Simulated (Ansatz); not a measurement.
## BW: computed property card

BW:
```yaml
crystal:
  lattice:
    - [1.56769, -4.20605, 0.00000]
    - [1.56769, 4.20605, 0.00000]
    - [0.00000, 0.00000, 3.05924]
  atoms:
    - { symbol: B, position: [0.56067, 0.43933, 0.75000] }
    - { symbol: B, position: [0.43933, 0.56067, 0.25000] }
    - { symbol: W, position: [0.85511, 0.14489, 0.75000] }
    - { symbol: W, position: [0.14489, 0.85511, 0.25000] }
```

Space group Cmcm (No. 63); conventional cell a = 3.135 Å, b = 8.412 Å, c = 3.059 Å, α = β = γ = 90.00°.

Method: LDA in the plane-wave PAW code Ansatz. Geometry: relaxed at this level of theory. Other levels are named where they apply.

**Cell and energy**

- Volume per atom = 10.09 Å³
- Density = 16.02 g/cm³
- Formation energy from the elements (no fitted shifts) = -0.41 eV/atom

**Electronic structure**

* **Electronic character**: metallic (no gap)
* **Density of states at the Fermi level**: 0.40 states/eV per atom (mean over ±0.08 eV)

**Mechanics**

- Bulk modulus (Birch–Murnaghan fit) = 372 GPa
- Pressure derivative B′ = 4.2

**Phonons**

- Highest zone-centre frequency: 684 cm⁻¹
- Zone-centre stability: no imaginary mode at Γ

The workflow started from a Materials Project entry (that database holds measured and hypothetical structures alike); the Crystallography Open Database copy checked does not list it. COD files the formula under space group No. 141. Its standing as an ambient phase is unchecked. The cell was relaxed with LDA under the symmetry of its start. The run is not spin-polarised. As this level gives no gap, phonon frequencies hold no LO–TO term and depend on the k-mesh and smearing (Fermi–Dirac, 0.1 eV here). The references are the lowest solids computed at this level, not always the standard phases. Scalar-relativistic: spin–orbit coupling is off unless named, which matters more the heavier the elements.

Potentials: the later of the program's two PAW sets.
